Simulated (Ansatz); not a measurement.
Input and command of a calculation in Ansatz (plane waves; scalar-relativistic PAW potentials unless the input names others):

```yaml
crystal:
  lattice:
    - [5.9613204064, 0.0, 0.0]
    - [0.0, 5.9613204064, 0.0]
    - [0.0, 0.0, 5.9613204064]
  atoms:
    - { symbol: Na, position: [0.0, 0.0, 0.0] }
    - { symbol: Sr, position: [0.5, 0.5, 0.5] }
    - { symbol: Br, position: [0.0, 0.5, 0.5] }
    - { symbol: Br, position: [0.5, 0.0, 0.5] }
    - { symbol: Br, position: [0.5, 0.5, 0.0] }
basis:
  ecutwfc: 420
kpoints:
  mp_grid: { grid: [1, 1, 1] }
hamiltonian:
  xc: pbe
scf:
  occupations: { method: gaussian, width: 0.02 }
  max_iter: 60
output:
  forces: true
  eigenvalues: true
  stress: true
```

```bash
ansatz run input.yaml --threads 1 --pin off --max-ram 2560MiB --backend cpu --events-out ev --progress --plain --runs-dir out
```

Abridged log:
```
Basis set: ecut = 420 eV, 4139 PW (Γ), exchange–correlation on 80×80×80 points (8 copies of the dense FFT grid, shifted against one another)
Bands: 25, of which v1, the nominal top of the filled ones, is band 20 counted from 1 (19 counted from 0)
Symmetry: 48 space group operations
k-points: 1
SCF iter   1: F=—  HF=-13385.176733 eV  |F-HF|=—  |Δ(HF+E_count)|=         —  Δρ=1.00e-2  dr2=4.51e-1  ethr=1.77e-3  ⟨swp⟩=13.0  Hψ=167  notcnv=0
SCF iter   2: F=—  HF=-13385.038335 eV  |F-HF|=—  |Δ(HF+E_count)|=   1.38e-1  Δρ=4.67e-3  dr2=9.47e-2  ethr=1.13e-3  ⟨swp⟩=3.0  Hψ=49  notcnv=0  defer=1
SCF iter   3: F=—  HF=-13385.008289 eV  |F-HF|=—  |Δ(HF+E_count)|=   3.00e-2  Δρ=1.35e-3  dr2=5.68e-3  ethr=2.37e-4  ⟨swp⟩=3.0  Hψ=42  notcnv=0
automatic band count: iteration 3 solves 24 bands in place of 25: the levels show a gap, and the empty bands left out lie too high to hold charge; the band table lists the bands solved (type scf.n_extra_bands for more)
SCF iter   4: F=—  HF=-13385.007452 eV  |F-HF|=—  |Δ(HF+E_count)|=   8.36e-4  Δρ=1.43e-4  dr2=4.25e-5  ethr=1.42e-5  ⟨swp⟩=3.0  Hψ=46  notcnv=0
SCF iter   5: F=—  HF=-13385.006996 eV  |F-HF|=—  |Δ(HF+E_count)|=   4.56e-4  Δρ=4.61e-5  dr2=3.51e-6  ethr=1.06e-7  ⟨swp⟩=2.0  Hψ=44  notcnv=0
SCF iter   6: F=—  HF=-13385.006996 eV  |F-HF|=—  |Δ(HF+E_count)|=   2.25e-7  Δρ=1.33e-5  dr2=4.08e-7  ethr=8.77e-9  ⟨swp⟩=3.0  Hψ=44  notcnv=0
SCF iter   7: F=-13385.006996 eV  HF=-13385.006996 eV  |F-HF|=1.26e-8  |Δ(HF+E_count)|=   4.17e-8  Δρ=3.17e-6  dr2=3.96e-8  ethr=2.50e-10  ⟨swp⟩=7.0  Hψ=116  notcnv=0
SCF 1 converged in 7 iterations: F = -13385.006996 eV  dr2 = 3.96e-8
SCF converged after 7 iterations
Free energy (F): -13385.006996 eV
Harris-Foulkes:  -13385.006996 eV  (|F-HF|=1.26e-8)
Internal energy: -13385.006996 eV  (E = F + TS)
E sigma→0 (E₀):  -13385.006996 eV
Fermi energy:    1.978266 eV
--- Forces (eV/Å), atoms counted from 1 ---
  atom   1  Na     0.00000000     0.00000000     0.00000000
  atom   2  Sr     0.00000000     0.00000000     0.00000000
  atom   3  Br     0.00000000     0.00000000     0.00000000
  atom   4  Br     0.00000000     0.00000000     0.00000000
  atom   5  Br     0.00000000     0.00000000     0.00000000
--- Stress (GPa, compression-positive) ---
        5.568528       0.000000       0.000000
        0.000000       5.568528       0.000000
        0.000000       0.000000       5.568528
  P = ⅓ Tr σ = 5.5685 GPa (55.685 kbar)
```

Q: What is wrong with this input?

A: The fault is one k-point for a small cell (kpoints.mp_grid.grid: [4, 4, 4] → [1, 1, 1], the first being the value of the sound run). Setting it back cures it. The run converged all the same, with an energy at zero smearing 738 meV/atom above the reference's, pressure 5.57 GPa, largest force 0.000 eV/Å, gap on the mesh 2.97 eV, so convergence alone doesn't show that an input is right. A reference run on usual settings, whose relaxation ended at this geometry, converged, and the end of its own relaxation has pressure 0.00 GPa, largest force 0.000 eV/Å, gap on the mesh 2.96 eV.

It took 0.94 s on 1 thread of Arm Neoverse V1, on a shared host, peak memory 0.3 GiB.